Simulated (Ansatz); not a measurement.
CdPS3:
```xyz
10
Lattice="3.0562 1.7645 6.3088 -3.0562 1.7645 6.3088 0.0000 -3.5289 6.3088" Properties=species:S:1:pos:R:3 pbc="T T T"
Cd     0.0000     0.0000     6.1607
Cd     0.0000     0.0000    12.7657
P      0.0000     0.0000     1.1137
P      0.0000     0.0000    17.8127
S      1.1093     1.6737     7.9836
S     -2.0041     0.1239     7.9836
S      0.8948    -1.7976     7.9836
S     -1.1093    -1.6737    10.9428
S      2.0041    -0.1239    10.9428
S     -0.8948     1.7976    10.9428
```

Relaxed with LDA. Independent-particle spectrum: no excitons, no local fields, no scissors shift; 0.1 eV broadening; ε₁ of the summed bands alone.

**Question.** Tabulate the dielectric function from DFT-LDA in the program Ansatz with PAW potentials.

**Answer.** 

| E (eV) | ε₁ xx | ε₂ xx | ε₁ zz | ε₂ zz |
|---|---|---|---|---|
| 0.0 | 8.56 | 0.00 | 6.86 | 0.00 |
| 0.4 | 8.61 | 0.00 | 6.90 | 0.00 |
| 0.8 | 8.78 | 0.00 | 7.00 | 0.00 |
| 1.2 | 9.09 | 0.00 | 7.19 | 0.00 |
| 1.6 | 9.59 | 0.00 | 7.50 | 0.00 |
| 2.0 | 10.40 | 0.00 | 7.97 | 0.00 |
| 2.4 | 11.88 | 0.09 | 8.77 | 0.00 |
| 2.8 | 14.23 | 1.49 | 10.63 | 0.59 |
| 3.2 | 18.07 | 5.12 | 12.15 | 3.00 |
| 3.6 | 16.07 | 12.60 | 11.19 | 5.66 |
| 4.0 | 8.23 | 18.16 | 9.27 | 7.89 |
| 4.4 | 2.54 | 11.78 | 7.38 | 7.66 |
| 4.8 | 3.61 | 9.65 | 6.78 | 8.39 |
| 5.2 | 2.86 | 10.60 | 5.07 | 8.33 |
| 5.6 | 2.71 | 8.40 | 3.69 | 8.71 |
| 6.0 | 2.50 | 10.93 | 4.26 | 7.34 |
| 6.4 | -0.56 | 10.06 | 4.70 | 8.62 |
| 6.8 | -1.93 | 8.39 | 1.29 | 10.07 |
| 7.2 | -1.64 | 7.03 | -0.46 | 7.68 |
| 7.6 | -2.23 | 6.69 | -0.43 | 6.76 |
| 8.0 | -2.19 | 6.15 | -0.87 | 7.76 |
| 8.4 | -3.18 | 5.75 | -2.58 | 6.26 |
| 8.8 | -3.16 | 4.18 | -2.54 | 4.63 |
| 9.2 | -2.59 | 3.21 | -1.96 | 3.69 |
| 9.6 | -1.72 | 2.97 | -1.69 | 3.65 |
| 10.0 | -1.71 | 3.01 | -1.80 | 3.25 |
| 10.4 | -1.74 | 2.81 | -1.39 | 2.68 |
| 10.8 | -2.01 | 2.63 | -1.25 | 2.80 |
| 11.2 | -1.99 | 2.00 | -1.47 | 2.56 |
| 11.6 | -1.72 | 1.73 | -1.63 | 2.14 |
| 12.0 | -1.46 | 1.52 | -1.19 | 1.72 |

**Question.** From ε at 3.2 eV (xx: 18.07 + 5.12i), find n, k, the normal reflectivity and the absorption coefficient.

**Answer.** n = 4.29, k = 0.596, R = 39 %, α = 2kE/ħc = 190000 cm⁻¹.

With all bands, ε∞ without local fields is 8.66 (xx = yy), 6.97 (zz). DFPT, with local fields, gives 7.74 (xx = yy), 5.47 (zz).

Space group R-3. The workflow started from an entry of the Crystallography Open Database (COD); the relaxed space group is not among those it files for this formula. COD files the formula under space group No. 146. Its standing as an ambient phase is unchecked. The LDA relaxation kept the symmetry of its start; whether a distortion lowers the energy is not shown. A crystal of weakly bound layers computed without a dispersion correction: the cell and the soft elastic constants depend strongly on that. Scalar-relativistic: spin–orbit coupling is off unless named, which matters more the heavier the elements.

Potentials: the later of the program's two PAW sets.
